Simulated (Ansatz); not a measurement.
Input and command of a calculation in Ansatz (plane waves; scalar-relativistic PAW potentials unless the input names others):

```yaml
crystal:
  lattice:
    - [0.0, 2.1267565393, 3.5617636578]
    - [1.2279212043, 0.0, 3.5617636578]
    - [1.2279212043, 2.1267565393, 0.0]
  atoms:
    - { symbol: C, position: [0.1667039277, 0.8332960723, 0.1667039277] }
    - { symbol: C, position: [0.8332960723, 0.1667039277, 0.8332960723] }
basis:
  ecutwfc: 500
kpoints:
  mp_grid: { grid: [14, 14, 14] }
hamiltonian:
  xc: r2scan
scf:
  occupations: { method: gaussian, width: 0.05 }
  NELM: 400
  max_iter: 100
output:
  forces: true
  eigenvalues: true
  stress: true
```

```bash
ansatz run input.yaml --threads 1 --pin off --max-ram 2560MiB --backend cpu --events-out ev --progress --plain --runs-dir out
```

**Question.** What will the program do with this input?

**Answer.** The program refuses it, because of a keyword of another program (scf.NELM: not typed → 400). Without that key it is accepted.

Abridged log:
```
Error: YAML parse error: error: line 17 column 3: unknown field `NELM`, expected one of max_iter, algorithm, n_extra_bands, self_checks, convergence, lower_state_search, omitted_lower_state_checks, lower_solution_reach, mixing, occupations, eigensolver, initial_density, exx
  --> <input>:17:3
   |
15 | scf:
16 |   occupations: { method: gaussian, width: 0.05 }
17 |   NELM: 400
   |   ^ unknown field `NELM`, expected one of max_iter, algorithm, n_extra_bands, self_checks, convergence, lower_state_search, omitted_lower_state_checks, lower_solution_reach, mixing, occupations, eigensolver, initial_density, exx
18 |   max_iter: 100
19 | output:
   |
```